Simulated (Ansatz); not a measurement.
System: AlNi (CsCl type, first atom moved by 0.06 Å along [111]), 2 atoms in the cell.

Method: HSE06, plane waves, PAW datasets (generated soft set 1) in Ansatz 0.2.0 development build.

Cutoff 340 eV; exchange singularity: Wigner-Seitz; k-mesh 4×4×4 Γ-centred; Fermi–Dirac smearing of 0.1 eV; no spin polarisation.

```xyz
2
Lattice="2.8900 0.0000 0.0000 0.0000 2.8900 0.0000 0.0000 0.0000 2.8900" Properties=species:S:1:pos:R:3:forces:R:3 pbc="T T T" pressure_GPa=-4.69
Ni    0.0346    0.0346    0.0346   -0.1760   -0.1760   -0.1760
Al    1.4450    1.4450    1.4450    0.1760    0.1760    0.1760
```

Forces are in eV/Å.

```json
{"Largest force": "0.305 eV/Å on Ni1 and Al2", "Smearing term TS": "11.0 meV/atom", "Valence electrons": "21", "Irreducible k-points": "13", "CPU time": "roughly 15 core-seconds on a shared host"}
```

The stress includes the program's correction for the finite plane-wave basis.

The k-mesh is coarse, so these values belong to this mesh and can lie far from the converged ones. The cutoff lies below the one recommended for these datasets.
